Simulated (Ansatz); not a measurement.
CrGe in space group I4_1md (No. 109; Cr on 4a, Ge on 4a) under volume change, PBE (plane waves, PAW; program Ansatz), shape and atoms relaxed at each volume.

| V (Å³/atom) | E − E(relaxed) (meV/atom) | P (GPa) |
|---|---|---|
| 12.854 | 65.3 | 17.88 |
| 13.278 | 27.4 | 10.95 |
| 13.701 | ? | ? |
| 14.125 | 0.0 | 0.00 |
| 14.549 | 5.9 | -4.30 |
| 14.973 | 22.2 | -7.96 |
| 15.396 | ? | ? |

Question: What belongs in the gaps?

Answer: 
- 15.396, E − E(relaxed) (meV/atom): 47.5
- 15.396, P (GPa): -11.06
- 13.701, E − E(relaxed) (meV/atom): 6.5
- 13.701, P (GPa): 5.04

Question: What does a third-order Birch–Murnaghan fit give for V₀, B₀ and B′?

Answer: V₀ = 14.12 Å³/atom, B₀ = 155 GPa, B′ = 4.3.

A made-up cell: these elements were put on the sites of a structure type; neither database checked (COD, Materials Project) lists it. Whether it is the stable phase at ambient conditions was not checked. Symmetry was held in the PBE relaxation; whether a distortion lowers the energy is not shown. The workflow began spin-polarised and lost its moments. Spin–orbit coupling is left out wherever it is not named.

Potentials: the later of the program's two PAW sets.
